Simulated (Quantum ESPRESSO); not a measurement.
**Kohn-Sham bands of Si (P6₃/mmc, model phase)**

```xyz
4
Lattice="3.8313 0.0000 0.0000 -1.9157 3.3180 0.0000 0.0000 0.0000 6.3326" Properties=species:S:1:pos:R:3 pbc="T T T"
Si     1.9157    -1.1060     0.3990
Si    -1.9157     1.1060    -0.3990
Si    -1.9157     1.1060    -2.7673
Si     1.9157    -1.1060     2.7673
```

Materials Project entry mp-165; symmetrised, unrelaxed at this level. This isn't the element's usual structure (diamond); take it as a model of another phase. Computed values, not measurements, from PBEsol: Quantum ESPRESSO (norm-conserving PseudoDojo potentials, cutoff 29 Ry, no spin polarisation, no spin-orbit coupling) on a Γ-centred 12×12×6 mesh, then Wannier90. Density: 12×12×6 mesh, Gaussian smearing 0.01 Ry.

Problem. List the Kohn-Sham levels between −8 and 3.3 eV relative to the valence-band maximum at the high-symmetry points, as a band run of pw.x on that density gives them (levels within 2 meV counted together).

Solution. 
```tsv
point	k (reciprocal lattice)	levels (eV)
Γ	0.000 0.000 0.000	-7.27, -1.53 (×2), -0.36, 0.00 (×2), 0.95, 1.95 (×2), 2.28
M	0.500 0.000 0.000	-7.64, -6.00, -4.72, -3.08, -3.04, -1.45, 0.30, 2.27, 2.90, 3.05
K	0.333 0.333 0.000	-6.60 (×2), -5.25, -3.63 (×2), -3.37, 0.70
A	0.000 0.000 0.500	-4.27 (×2), -0.94 (×4), 1.73 (×2), 2.93 (×4)
L	0.500 0.000 0.500	-7.30 (×2), -2.48 (×2), -2.44 (×2), 0.82 (×2), 1.57 (×2)
H	0.333 0.333 0.500	-7.45 (×2), -4.54 (×2), -2.01 (×2), 1.48 (×2)
```
